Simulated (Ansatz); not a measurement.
Here is the system:

Nb:
```cif
data_Nb3
_chemical_formula_sum 'Nb3'
_space_group_name_H-M_alt 'P 1'
_space_group_IT_number 1
_cell_length_a 4.88971
_cell_length_b 4.88971
_cell_length_c 2.67795
_cell_angle_alpha 90.000
_cell_angle_beta 90.000
_cell_angle_gamma 120.000
loop_
_space_group_symop_operation_xyz
  'x, y, z'
loop_
_atom_site_label
_atom_site_type_symbol
_atom_site_fract_x
_atom_site_fract_y
_atom_site_fract_z
_atom_site_occupancy
Nb1 Nb 0.00000 0.00000 0.00000 1
Nb2 Nb 0.66667 0.33333 0.50000 1
Nb3 Nb 0.33333 0.66667 0.50000 1
```

This is the PBE-relaxed structure.

Q: All from PBE in the plane-wave PAW code Ansatz, unless another level is named. Estimate the density of states at the Fermi level.

A: 0.98 states/eV per atom (mean over ±0.08 eV).

Q: What about the gap with spin–orbit coupling?

A: none (metallic).

Space group P6/mmm. The start of the workflow was typed in or built on a structure type; neither database checked (COD, Materials Project) lists it. It is not the phase usual at ambient conditions (space group No. 229). The cell was relaxed with PBE under the symmetry of its start; its stability against distortions is not shown here. The run is not spin-polarised. Spin–orbit coupling is left out wherever it is not named.

Potentials: the earlier of the program's two PAW sets.
